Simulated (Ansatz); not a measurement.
SiW:
```yaml
crystal:
  lattice:
    - [3.03697, 0.00000, 0.00000]
    - [0.00000, 3.03697, 0.00000]
    - [0.00000, 0.00000, 3.03697]
  atoms:
    - { symbol: W, position: [0.00000, 0.00000, 0.00000] }
    - { symbol: Si, position: [0.50000, 0.50000, 0.50000] }
```

Relaxed with r²SCAN. Special points in fractions of this cell's reciprocal vectors: Γ (0.000, 0.000, 0.000); X (0.000, 0.500, 0.000); M (0.500, 0.500, 0.000); R (0.500, 0.500, 0.500).

**Question.** List the band energies nearest the Fermi level at these points for r²SCAN with spin–orbit coupling (plane waves, PAW; program Ansatz).

**Answer.** In eV from the Fermi level; about four levels below and three above (degenerate sets whole), none deeper than 8.9 eV; points with the same levels are listed once.

```
k                    below                          above
-  -----------------------  -----------------------------
Γ  -3.99 -3.99 -3.99 -3.99            1.83 1.83 1.83 1.83
X  -1.95 -1.95 -1.71 -1.71            2.60 2.60 4.37 4.37
M  -0.53 -0.53 -0.28 -0.28            4.35 4.35 5.68 5.68
R  -6.42 -6.42 -3.49 -3.49  1.99 1.99 3.82 3.82 3.82 3.82
```

Space group Pm-3m (CsCl type). The cell is a constructed one: a structure type filled with these elements; neither database checked (COD, Materials Project) lists it. Whether it is the stable phase at ambient conditions was not checked. The r²SCAN relaxation kept the symmetry of its start; whether a distortion lowers the energy is not shown. The run is not spin-polarised.

Potentials: the earlier of the program's two PAW sets.
